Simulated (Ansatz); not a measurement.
Consider the following.

TePt:
```yaml
crystal:
  lattice:
    - [1.99133, -5.39447, 0.00000]
    - [1.99133, 5.39447, 0.00000]
    - [0.00000, 0.00000, 3.88925]
  atoms:
    - { symbol: Te, position: [0.64307, 0.35693, 0.25000] }
    - { symbol: Pt, position: [0.89016, 0.10984, 0.25000] }
    - { symbol: Te, position: [0.35693, 0.64307, 0.75000] }
    - { symbol: Pt, position: [0.10984, 0.89016, 0.75000] }
```

This is the r²SCAN-relaxed structure.

Problem. All from DFT-r²SCAN in the program Ansatz with PAW potentials, unless another level is named. Predict the electronic character.

Solution. metallic (no gap).

Problem. Next, the density of states at the Fermi level?

Solution. 0.50 states/eV per atom (mean over ±0.08 eV).

Problem. What about the formation energy from the elements (no fitted shifts)?

Solution. -104 meV/atom.

Space group Cmcm. The start of the workflow was typed in or built on a structure type; neither database checked (COD, Materials Project) lists it. COD files the formula under space group No. 166, 194. Its standing as an ambient phase is unchecked. The cell was relaxed with r²SCAN under the symmetry of its start; whether a distortion lowers the energy is not shown. The run is not spin-polarised. The references are the lowest solids computed at this level, not always the standard phases. Spin–orbit coupling is left out wherever it is not named.

Potentials: the later of the program's two PAW sets.
